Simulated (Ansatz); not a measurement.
Geometry optimisation in Ansatz: input, command and trajectory.

```yaml
crystal:
  lattice:
    - [6.77444272, 0.0, 0.0]
    - [0.0, 6.77444272, 0.0]
    - [0.0, 0.0, 6.77444272]
  atoms:
    - { symbol: Cr, position: [0.5002530901, 0.4972181911, 0.4985140013], spin: -3.0 }
    - { symbol: Hf, position: [0.4981586496, 0.0012243185, 0.0031904529] }
    - { symbol: Hf, position: [0.9988439505, 0.5057077147, 0.9966658323] }
    - { symbol: Hf, position: [0.0020282888, 0.0061280261, 0.5022495021] }
    - { symbol: Hf, position: [0.5011893143, 3.51754e-05, 0.4975622856] }
    - { symbol: Hf, position: [0.7439391769, 0.2493838012, 0.2458773668] }
    - { symbol: Hf, position: [0.2503715445, 0.7440320852, 0.2494715463] }
    - { symbol: Hf, position: [0.7503056176, 0.7537536012, 0.2483915072] }
    - { symbol: Hf, position: [0.2465766524, 0.7526969609, 0.7471830856] }
    - { symbol: Hf, position: [0.7483379366, 0.750208438, 0.7470144227] }
    - { symbol: W, position: [0.9921716136, 0.9932955188, 0.0039911033] }
    - { symbol: W, position: [0.2438398241, 0.2512598967, 0.2505934694] }
    - { symbol: W, position: [0.500004435, 0.5001536206, 0.9988104185] }
    - { symbol: W, position: [0.0022726366, 0.5024002885, 0.4990271128] }
    - { symbol: W, position: [0.2452260493, 0.2502266322, 0.7500753177] }
    - { symbol: W, position: [0.749644982, 0.2501599352, 0.7472474515] }
  symmetry: { detect: false }
basis:
  ecutwfc: 420
kpoints:
  mp_grid: { grid: [2, 2, 2], shift: [0.5, 0.5, 0.5] }
hamiltonian:
  xc: pbesol
scf:
  occupations: { method: gaussian, width: 0.1 }
  lower_state_search: "off"
output:
  forces: true
  stress: true
  eigenvalues: true
  populations: true
magnetization:
  spin_polarized: true
relax:
  adjacent_minimum: "off"
  f_tol: 0.04
  max_steps: 50
  cell: { stress_tol: 0.3 }
```

```bash
ansatz run input.yaml --threads 4 --pin off --max-ram 9216MiB --backend cpu --events-out ev --progress --plain --runs-dir out
```

Level of theory: DFT PBEsol, scalar-relativistic, plane waves, PAW (Ansatz).

Of 9 frames 9 are shown, positions in Å and forces in eV/Å; the SCF threshold varies from step to step. Steps run on the plane waves of an earlier cell, with a Pulay correction in the pressure. The basis is chosen afresh for the last frame, the zero of the energies, and at times for earlier ones too; energy and pressure can step there, also at an unchanged geometry. Where two frames share a geometry here, they differ by under 2 meV/atom and 0.3 GPa.

```xyz
16
Lattice="6.7744 0.0000 0.0000 0.0000 6.7744 0.0000 0.0000 0.0000 6.7744" Properties=species:S:1:pos:R:3:forces:R:3 pbc="T T T" step=1 free_energy_over_end_meV_per_atom=177.70 pressure_GPa=-9.19
Cr    3.3889    3.3684    3.3772   -0.3114   -0.5314    0.3180
Hf    3.3747    0.0083    0.0216   -0.5640    1.2401   -0.5368
Hf    6.7666    3.4259    6.7519    0.3113   -1.3131   -0.4445
Hf    0.0137    0.0415    3.4025    0.3374    1.2655    0.2926
Hf    3.3953    0.0002    3.3707   -0.9422    1.8933    0.6287
Hf    5.0398    1.6894    1.6657    0.1944    1.0141    0.1408
Hf    1.6961    5.0404    1.6900    0.0131   -0.7151    0.0819
Hf    5.0829    5.1063    1.6827    0.0789   -1.0361    0.0674
Hf    1.6704    5.0991    5.0617    0.1861   -0.8914    0.1362
Hf    5.0696    5.0822    5.0606    0.0696   -0.8788    0.0473
W     6.7214    6.7290    0.0270    0.7313    1.7161   -0.7886
W     1.6519    1.7021    1.6976   -0.0261    0.7770   -0.2024
W     3.3873    3.3883    6.7664   -0.6937   -1.7581   -0.7018
W     0.0154    3.4035    3.3806    0.4776   -2.0227    0.5871
W     1.6613    1.6951    5.0813   -0.0296    0.4845   -0.0143
W     5.0784    1.6947    5.0622    0.1672    0.7562    0.3885
16
Lattice="6.5721 0.0207 0.0076 0.0207 6.5686 -0.0217 0.0076 -0.0217 6.5734" Properties=species:S:1:pos:R:3:forces:R:3 pbc="T T T" step=2 free_energy_over_end_meV_per_atom=47.09 pressure_GPa=5.91
Cr    3.2747    3.2217    3.2994   -0.1438   -0.2730    0.1443
Hf    3.2294    0.1213   -0.0188   -0.1140    0.0195   -0.0752
Hf    6.6090    3.2087    6.5127    0.1629   -0.5443   -0.0372
Hf    0.0439    0.1321    3.3242    0.0422   -0.2625    0.0504
Hf    3.2198    0.1626    3.3276   -0.2033    0.2019    0.2272
Hf    4.9143    1.7359    1.6293   -0.1344    0.3387    0.2631
Hf    1.6607    4.8269    1.6320    0.3127    0.1042    0.2392
Hf    4.9560    4.8796    1.6232   -0.2869    0.0916    0.2121
Hf    1.6565    4.8560    4.9075    0.3288    0.0938   -0.3156
Hf    4.9450    4.8551    4.9034   -0.2946    0.0090   -0.3413
W     6.6031    6.6883   -0.0531    0.1452   -0.1051   -0.1545
W     1.6101    1.7168    1.6221    0.1508    0.1497   -0.0300
W     3.2423    3.1241    6.4986   -0.0153   -0.2321   -0.2158
W     0.0676    3.1160    3.3214    0.0515   -0.0845   -0.0043
W     1.6236    1.6725    4.9267    0.2307    0.3231    0.0488
W     4.9499    1.7064    4.9465   -0.2324    0.1700   -0.0115
16
Lattice="6.5495 0.0365 0.0055 0.0365 6.8742 -0.0357 0.0055 -0.0357 6.5565" Properties=species:S:1:pos:R:3:forces:R:3 pbc="T T T" step=3 free_energy_over_end_meV_per_atom=15.73 pressure_GPa=0.17
Cr    3.2407    3.3009    3.3105    0.0247   -0.1595    0.0002
Hf    3.2072    0.1821   -0.0420   -0.0503   -0.3627    0.2048
Hf    6.5975    3.3246    6.4869    0.1026   -0.3158   -0.0067
Hf    0.0679    0.1585    3.3270   -0.2909   -0.4938    0.0096
Hf    3.1736    0.2569    3.3497    0.1928   -0.4281   -0.1149
Hf    4.8944    1.8724    1.6406   -0.1715    0.2515    0.2172
Hf    1.7081    5.0227    1.6409    0.2468    0.2510   -0.0123
Hf    4.9205    5.1016    1.6244   -0.0544    0.2382    0.0085
Hf    1.6971    5.0435    4.8577    0.0055    0.2318   -0.0389
Hf    4.9098    5.0414    4.8422   -0.0273    0.2273   -0.2586
W     6.6130    7.0255   -0.0988   -0.0462   -0.1124    0.0306
W     1.6135    1.8197    1.5994   -0.0044    0.1476    0.1416
W     3.2324    3.2215    6.4535    0.1578    0.1186    0.0144
W     0.0895    3.2201    3.3104   -0.0373    0.1550   -0.1695
W     1.6147    1.7776    4.9226    0.1758    0.1483   -0.0522
W     4.9393    1.8104    4.9282   -0.2238    0.1030    0.0262
16
Lattice="6.4757 0.0434 0.0015 0.0434 7.0577 -0.0385 0.0015 -0.0385 6.4835" Properties=species:S:1:pos:R:3:forces:R:3 pbc="T T T" step=4 free_energy_over_end_meV_per_atom=4.92 pressure_GPa=-0.89
Cr    3.1908    3.3750    3.2891    0.1227   -0.0654   -0.1396
Hf    3.1665    0.1812   -0.0172    0.0587   -0.1419    0.1277
Hf    6.5436    3.3610    6.3988   -0.0282   -0.0136    0.0541
Hf    0.0304    0.1357    3.2915   -0.2302   -0.1273   -0.0717
Hf    3.1574    0.2149    3.2990    0.2438   -0.0792   -0.1772
Hf    4.8063    1.9799    1.6577   -0.1481    0.3272    0.1760
Hf    1.7193    5.1644    1.6140    0.0075   -0.0776    0.0289
Hf    4.8812    5.2406    1.5786   -0.0157   -0.0594    0.0448
Hf    1.6760    5.1987    4.8032   -0.0512   -0.1722    0.0253
Hf    4.8586    5.1759    4.7608   -0.0323   -0.0660   -0.0429
W     6.5373    7.2526   -0.1019    0.0295    0.1284   -0.0461
W     1.6147    1.8847    1.6162   -0.0104    0.1693    0.1406
W     3.1962    3.3186    6.3702    0.2472    0.0377    0.1109
W     0.0956    3.3195    3.2685   -0.0506    0.0101   -0.2350
W     1.6288    1.8187    4.8336   -0.0344   -0.0075    0.0684
W     4.8458    1.8770    4.8570   -0.1084    0.1367   -0.0642
16
Lattice="6.4231 0.0515 -0.0047 0.0515 7.1432 -0.0434 -0.0047 -0.0434 6.4270" Properties=species:S:1:pos:R:3:forces:R:3 pbc="T T T" step=5 free_energy_over_end_meV_per_atom=2.61 pressure_GPa=0.01
Cr    3.1708    3.4132    3.2423    0.0665    0.1448   -0.0672
Hf    3.1515    0.1719    0.0070    0.1188    0.0515   -0.0660
Hf    6.4913    3.3624    6.3386   -0.0558    0.1559    0.0718
Hf   -0.0135    0.1141    3.2543    0.0437    0.1050   -0.1176
Hf    3.1568    0.1779    3.2509   -0.0029    0.0675   -0.0101
Hf    4.7273    2.0734    1.6849    0.1549    0.0185   -0.1997
Hf    1.7188    5.2190    1.5952   -0.1798   -0.1603   -0.0093
Hf    4.8531    5.2988    1.5482    0.0792   -0.0930   -0.0386
Hf    1.6552    5.2432    4.7602    0.0115   -0.1809   -0.0080
Hf    4.8173    5.2206    4.6991    0.0039   -0.1440    0.1519
W     6.4871    7.3998   -0.1169    0.0973    0.0558   -0.0611
W     1.6284    1.9319    1.6344   -0.1028   -0.0712   -0.0118
W     3.1877    3.3667    6.3151    0.0155    0.2093    0.0461
W     0.0987    3.3653    3.2185   -0.0206    0.1725   -0.0373
W     1.6350    1.8311    4.7729   -0.3204   -0.2197    0.2544
W     4.7697    1.9331    4.7791    0.0913   -0.1118    0.1027
16
Lattice="6.4581 0.0502 -0.0018 0.0502 7.0725 -0.0429 -0.0018 -0.0429 6.4552" Properties=species:S:1:pos:R:3:forces:R:3 pbc="T T T" step=6 free_energy_over_end_meV_per_atom=0.46 pressure_GPa=-0.38
Cr    3.2006    3.3912    3.2484   -0.0471   -0.0273    0.0231
Hf    3.1761    0.1623    0.0058    0.0266    0.0652   -0.0368
Hf    6.5233    3.3517    6.3770    0.0128   -0.0152   -0.0186
Hf   -0.0116    0.1112    3.2596    0.0195    0.0817   -0.0197
Hf    3.1744    0.1829    3.2662   -0.0596    0.1352    0.0555
Hf    4.7658    2.0418    1.6766    0.0173    0.1464   -0.0198
Hf    1.7173    5.1663    1.6038   -0.0280   -0.0976    0.0045
Hf    4.8785    5.2503    1.5606   -0.0008   -0.0616    0.0232
Hf    1.6681    5.1833    4.7763    0.0490   -0.1202   -0.0355
Hf    4.8442    5.1691    4.7300   -0.0094   -0.1011    0.0265
W     6.5298    7.3091   -0.1158    0.0891    0.0800   -0.0825
W     1.6279    1.9065    1.6364    0.0257    0.0478    0.0618
W     3.2074    3.3456    6.3496   -0.0336   -0.0202   -0.0315
W     0.0944    3.3419    3.2313    0.0334   -0.0318    0.0370
W     1.6242    1.8035    4.8138   -0.0431   -0.1073    0.0357
W     4.8080    1.9039    4.8152   -0.0517    0.0264   -0.0230
16
Lattice="6.4540 0.0506 0.0008 0.0506 7.0703 -0.0438 0.0008 -0.0438 6.4470" Properties=species:S:1:pos:R:3:forces:R:3 pbc="T T T" step=7 free_energy_over_end_meV_per_atom=-0.08 pressure_GPa=0.22
Cr    3.1933    3.3872    3.2496    0.0059   -0.0219   -0.0315
Hf    3.1823    0.1662    0.0074    0.0411   -0.0215    0.0348
Hf    6.5244    3.3494    6.3695   -0.0396    0.0183    0.0263
Hf   -0.0129    0.1159    3.2478   -0.0404   -0.0106   -0.0322
Hf    3.1702    0.1960    3.2662    0.0258   -0.0034   -0.0241
Hf    4.7658    2.0604    1.6732   -0.0088    0.0443    0.0078
Hf    1.7147    5.1566    1.6016    0.0117    0.0126   -0.0298
Hf    4.8756    5.2441    1.5627   -0.0214    0.0429    0.0292
Hf    1.6779    5.1702    4.7613   -0.0264    0.0052    0.0226
Hf    4.8420    5.1573    4.7269    0.0302    0.0093   -0.0101
W     6.5367    7.3088   -0.1223    0.0042    0.0260    0.0016
W     1.6280    1.9112    1.6384    0.0341   -0.0259    0.0361
W     3.2019    3.3434    6.3381    0.0355    0.0108    0.0530
W     0.0993    3.3382    3.2330   -0.0444    0.0125   -0.0173
W     1.6158    1.7906    4.8178    0.0215   -0.0671   -0.0264
W     4.8043    1.9061    4.8128   -0.0291   -0.0314   -0.0400
16
Lattice="6.4549 0.0493 0.0024 0.0493 7.0739 -0.0432 0.0024 -0.0432 6.4473" Properties=species:S:1:pos:R:3:forces:R:3 pbc="T T T" step=8 free_energy_over_end_meV_per_atom=-0.22 pressure_GPa=0.08
Cr    3.1930    3.3873    3.2478   -0.0217   -0.0184    0.0111
Hf    3.1902    0.1640    0.0128    0.0239   -0.0112    0.0029
Hf    6.5248    3.3464    6.3728   -0.0179   -0.0006    0.0069
Hf   -0.0181    0.1158    3.2419    0.0000   -0.0064   -0.0170
Hf    3.1738    0.1925    3.2651    0.0033    0.0057   -0.0060
Hf    4.7639    2.0711    1.6776    0.0114   -0.0040   -0.0128
Hf    1.7129    5.1584    1.5987   -0.0021    0.0176   -0.0093
Hf    4.8756    5.2476    1.5664   -0.0084    0.0246    0.0021
Hf    1.6769    5.1711    4.7635   -0.0118    0.0112    0.0090
Hf    4.8462    5.1576    4.7298    0.0065    0.0149    0.0041
W     6.5380    7.3181   -0.1210    0.0134   -0.0036   -0.0037
W     1.6318    1.9123    1.6441    0.0185   -0.0063   -0.0038
W     3.2055    3.3471    6.3417   -0.0081   -0.0036    0.0116
W     0.0986    3.3417    3.2328   -0.0160   -0.0022    0.0160
W     1.6168    1.7834    4.8193   -0.0041   -0.0121   -0.0076
W     4.8008    1.9065    4.8101    0.0132   -0.0059   -0.0033
16
Lattice="6.4549 0.0493 0.0024 0.0493 7.0739 -0.0432 0.0024 -0.0432 6.4473" Properties=species:S:1:pos:R:3:forces:R:3 pbc="T T T" step=9 free_energy_over_end_meV_per_atom=0.00 pressure_GPa=0.08
Cr    3.1930    3.3873    3.2478   -0.0218   -0.0187    0.0112
Hf    3.1902    0.1640    0.0128    0.0239   -0.0113    0.0028
Hf    6.5248    3.3464    6.3728   -0.0179    0.0000    0.0069
Hf   -0.0181    0.1158    3.2419    0.0001   -0.0064   -0.0170
Hf    3.1738    0.1925    3.2651    0.0034    0.0056   -0.0061
Hf    4.7639    2.0711    1.6776    0.0115   -0.0046   -0.0129
Hf    1.7129    5.1584    1.5987   -0.0022    0.0177   -0.0093
Hf    4.8756    5.2476    1.5664   -0.0084    0.0249    0.0021
Hf    1.6769    5.1711    4.7635   -0.0119    0.0113    0.0091
Hf    4.8462    5.1576    4.7298    0.0064    0.0150    0.0042
W     6.5380    7.3181   -0.1210    0.0133   -0.0035   -0.0037
W     1.6318    1.9123    1.6441    0.0187   -0.0063   -0.0037
W     3.2055    3.3471    6.3417   -0.0083   -0.0037    0.0116
W     0.0986    3.3417    3.2328   -0.0160   -0.0022    0.0161
W     1.6168    1.7834    4.8193   -0.0040   -0.0120   -0.0077
W     4.8008    1.9065    4.8101    0.0131   -0.0059   -0.0035
```

Time: 5.7 min on 4 threads of Intel(R) Xeon(R) Platinum 8175M CPU @ 2.50GHz (Skylake/Cascade Lake) (shared host), peak memory 1.7 GiB.

The k mesh is coarse. Spin-orbit coupling is left out, which matters for the bands of heavy elements. Only parallel moments were tried here.